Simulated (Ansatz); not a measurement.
Given:

Relaxed Te (trigonal-Te type, space group P3_121):

```
CELL_PARAMETERS angstrom
      4.52111     0.00000     0.00000
     -2.26056     3.91540     0.00000
      0.00000     0.00000     5.95492
ATOMIC_POSITIONS crystal
  Te 0.26812 0.00000 0.33333
  Te 0.00000 0.26812 0.66667
  Te 0.73188 0.73188 0.00000
```

Two-dimensional scan of atom 1 (Te, nearest neighbour Te at 2.889 Å; its periodic images, 4.5 Å or more away, move with it): u runs along (0.707, 0.707, 0.000), v along (0.000, 0.000, 1.000) (Cartesian). Cell and other atoms are fixed.

The numbers are results of PBE (plane waves to 420 eV, PAW, scalar-relativistic; Ansatz, an electronic-structure program), not measurements. k mesh 7×7×5 (Γ-centred), Fermi-Dirac smearing 0.05 eV. E stands for the smeared free energy. As the smearing reaches across the gap at some points, energies and forces of such displacements shift with the k mesh and the smearing. Spin-orbit coupling is left out, though Te is heavy. Te was relaxed with its symmetry unable to fall. The PAW data are Ansatz's earlier set. The zero of ΔE is the undisplaced structure. Axes are in Å.

The scan covers u from -0.430 to 0.430 Å in 5 points and v from -0.430 to 0.430 Å in 5 points.

Question: Is the undisplaced position a minimum, a maximum or a saddle of this map?

Answer: A minimum.

Question: In which direction of the plane is the atom held most weakly?

Answer: 168° from u towards v.

Question: What are the two principal curvatures of the energy at the centre?

Answer: 2.6 and 4.9 eV/Å².

(For displaced atoms, the force is minus the slope of the energy, and its curvature is a force constant, which sets phonon frequencies.)
